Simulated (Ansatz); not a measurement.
SiMo:
```cif
data_MoSi
_chemical_formula_sum 'Si1 Mo1'
_space_group_name_H-M_alt 'P 1'
_space_group_IT_number 1
_cell_length_a 3.09618
_cell_length_b 3.09618
_cell_length_c 3.50140
_cell_angle_alpha 90.000
_cell_angle_beta 90.000
_cell_angle_gamma 120.000
loop_
_space_group_symop_operation_xyz
  'x, y, z'
loop_
_atom_site_label
_atom_site_type_symbol
_atom_site_fract_x
_atom_site_fract_y
_atom_site_fract_z
_atom_site_occupancy
Si1 Si 0.00000 0.00000 0.00000 1
Mo1 Mo 0.33333 0.66667 0.50000 1
```

Relaxed with PBEsol.

Question: Which orbitals make up the states near the Fermi level in plane-wave PAW PBEsol (Ansatz code)?

Answer: Within 0.5 eV of the Fermi level: Mo 4d 85 %, Si 3p 12 %. Projections are on Löwdin-orthogonalised atomic valence shells; empty p or d shells of many metals are not among them.

Question: Tabulate the density of states.

Answer: States/eV per cell of 2 atoms, in 0.25 eV bins, energy from the Fermi level.

| E (eV) | total | Mo 4d | Si 3p | Si 3s |
|---|---|---|---|---|
| -7.85 | 0.77 | 0.24 | 0.10 | 0.37 |
| -7.60 | 1.01 | 0.37 | 0.09 | 0.49 |
| -7.35 | 0.95 | 0.34 | 0.07 | 0.49 |
| -7.10 | 0.58 | 0.21 | 0.03 | 0.31 |
| -6.85 | 0.32 | 0.11 | 0.01 | 0.18 |
| -6.60 | 0.09 | 0.03 | 0.00 | 0.06 |
| -6.35 | 0.00 | 0.00 | 0.00 | 0.00 |
| -6.10 | 0.03 | 0.01 | 0.02 | 0.00 |
| -5.85 | 0.06 | 0.01 | 0.03 | 0.00 |
| -5.60 | 0.12 | 0.03 | 0.06 | 0.00 |
| -5.35 | 0.43 | 0.13 | 0.23 | 0.03 |
| -5.10 | 0.66 | 0.23 | 0.33 | 0.04 |
| -4.85 | 1.07 | 0.43 | 0.50 | 0.06 |
| -4.60 | 1.46 | 0.65 | 0.64 | 0.07 |
| -4.35 | 1.49 | 0.72 | 0.60 | 0.06 |
| -4.10 | 1.04 | 0.54 | 0.39 | 0.04 |
| -3.85 | 0.72 | 0.41 | 0.25 | 0.03 |
| -3.60 | 1.19 | 0.67 | 0.43 | 0.03 |
| -3.35 | 2.28 | 1.40 | 0.75 | 0.04 |
| -3.10 | 1.81 | 1.06 | 0.66 | 0.04 |
| -2.85 | 1.44 | 0.88 | 0.49 | 0.03 |
| -2.60 | 1.30 | 0.79 | 0.43 | 0.04 |
| -2.35 | 1.42 | 0.91 | 0.41 | 0.04 |
| -2.10 | 1.66 | 1.11 | 0.43 | 0.03 |
| -1.85 | 1.99 | 1.31 | 0.56 | 0.03 |
| -1.60 | 1.94 | 1.33 | 0.48 | 0.03 |
| -1.35 | 1.75 | 1.34 | 0.29 | 0.02 |
| -1.10 | 2.95 | 2.36 | 0.38 | 0.05 |
| -0.85 | 1.84 | 1.44 | 0.28 | 0.02 |
| -0.60 | 1.52 | 1.19 | 0.26 | 0.01 |
| -0.35 | 1.09 | 0.87 | 0.18 | 0.01 |
| -0.10 | 0.85 | 0.72 | 0.10 | 0.00 |
| 0.15 | 0.68 | 0.62 | 0.05 | 0.00 |
| 0.40 | 0.76 | 0.69 | 0.05 | 0.01 |
| 0.65 | 0.91 | 0.79 | 0.08 | 0.01 |
| 0.90 | 0.87 | 0.72 | 0.11 | 0.02 |
| 1.15 | 0.87 | 0.67 | 0.14 | 0.02 |
| 1.40 | 1.13 | 0.86 | 0.19 | 0.03 |
| 1.65 | 1.48 | 1.13 | 0.23 | 0.04 |
| 1.90 | 1.21 | 0.87 | 0.23 | 0.05 |
| 2.15 | 1.19 | 0.83 | 0.24 | 0.07 |
| 2.40 | 1.19 | 0.82 | 0.24 | 0.07 |
| 2.65 | 1.16 | 0.78 | 0.25 | 0.07 |
| 2.90 | 0.95 | 0.57 | 0.25 | 0.08 |
| 3.15 | 1.12 | 0.63 | 0.33 | 0.09 |
| 3.40 | 1.49 | 0.75 | 0.47 | 0.15 |
| 3.65 | 0.95 | 0.47 | 0.31 | 0.08 |
| 3.90 | 1.08 | 0.57 | 0.34 | 0.06 |
| 4.15 | 0.68 | 0.30 | 0.26 | 0.04 |
| 4.40 | 0.65 | 0.22 | 0.28 | 0.07 |
| 4.65 | 0.79 | 0.25 | 0.30 | 0.12 |

Space group P-6m2. The workflow started from a Materials Project entry (that database holds measured and hypothetical structures alike); the Crystallography Open Database copy checked does not list it. Its standing as an ambient phase is unchecked. Symmetry was held in the PBEsol relaxation; whether a distortion lowers the energy is not shown. The run is not spin-polarised. Scalar-relativistic: spin–orbit coupling is off unless named, which matters more the heavier the elements.

Potentials: the later of the program's two PAW sets.
